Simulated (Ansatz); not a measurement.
Pt:
```xyz
1
Lattice="0.0000 1.9590 1.9590 1.9590 0.0000 1.9590 1.9590 1.9590 0.0000" Properties=species:S:1:pos:R:3 pbc="T T T"
Pt     0.0000     0.0000     0.0000
```

Relaxed with PBEsol. Special points in fractions of this cell's reciprocal vectors: Γ (0.000, 0.000, 0.000); X (0.500, 0.000, 0.500); U (0.625, 0.250, 0.625); K (0.375, 0.375, 0.750); L (0.500, 0.500, 0.500); W (0.500, 0.250, 0.750).

Q: List the band energies nearest the Fermi level at these points for PBEsol (plane waves, PAW; program Ansatz).

A: In eV from the Fermi level; about four levels below and three above (degenerate sets whole), none deeper than 8.9 eV; … stands for higher levels left out; points with the same levels are listed once.

```tsv
k	below	above
Γ	-3.84 -3.84 -3.84 -1.65 -1.65	…
X	-7.16 -6.70	0.02 0.49 0.49
U	-5.54 -2.91 -1.33 -0.18	5.69 …
L	-7.42 -3.90 -3.90 -0.57	0.04 0.04 …
W	-5.73 -4.62 -4.62 -2.03	0.50 7.08 …
```

Space group Fm-3m (fcc (Cu type)). The cell was relaxed with PBEsol under the symmetry of its start. No spin polarisation was allowed. Scalar-relativistic: spin–orbit coupling is off unless named, which matters more the heavier the elements.

Potentials: the earlier of the program's two PAW sets. The files were generated under PBE; for other functionals the program regenerates the frozen cores, and for LDA and PBEsol the local potential too.
